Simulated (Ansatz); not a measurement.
# TeAs: pressure against volume

TeAs, Fm-3m, a = 5.775 Å. The structure is a Materials Project entry; whether it is the stable form wasn't checked. Ansatz: PBEsol+D3(BJ), PAW, 420 eV, Γ-centred 12×12×12 mesh on 2 atoms, Gaussian smearing 0.10 eV; no spin polarisation. Symmetry fixes shape and atoms, so the cell is only scaled; pressure is positive in compression.

| V (Å³/atom) | P (GPa) |
| --- | --- |
| 21.185 | ? |
| 21.907 | 8.89 |
| 22.629 | 5.45 |
| 23.351 | 2.50 |
| 24.074 | -0.04 |
| 24.796 | -2.22 |
| 25.518 | -4.07 |
| 26.481 | -6.10 |

Take V0 = 24.074 Å³/atom, count pressures from its P0 = -0.04 GPa, fit the third-order Birch–Murnaghan form to the other rows, and predict the missing pressure.

With the Eulerian strain f = ½[(V0/V)^(2/3) − 1] and y = (P − P0)/[3f(1 + 2f)^(5/2)], the form is the line y = B0 + 1.5 B0 (B0′ − 4) f. Rows (f, y): 0.03245, 78.4; 0.02107, 78.3; 0.01027, 78.4; -0.00975, 78.3; -0.01905, 77.7; -0.03078, 76.9. Means f = 0.0007017, y = 78.000; Σ(Δf)² = 0.003005, ΣΔfΔy = 0.06006; the slope is their ratio. y = 77.99 + 19.99 f GPa, so B0 = 78.0 GPa and B0′ = 4 + 2 × (19.99)/(3 × 77.99) = 4.17. At V = 21.185, f = 0.04448, y = 78.88 and P = 12.99 GPa. The run gave 12.93 GPa, so the fit is 0.06 GPa too high, a small miss on the scale of the series.

Cost: 8 runs of about 0.65 core-minutes in all, on Arm Neoverse V2 (shared hosts).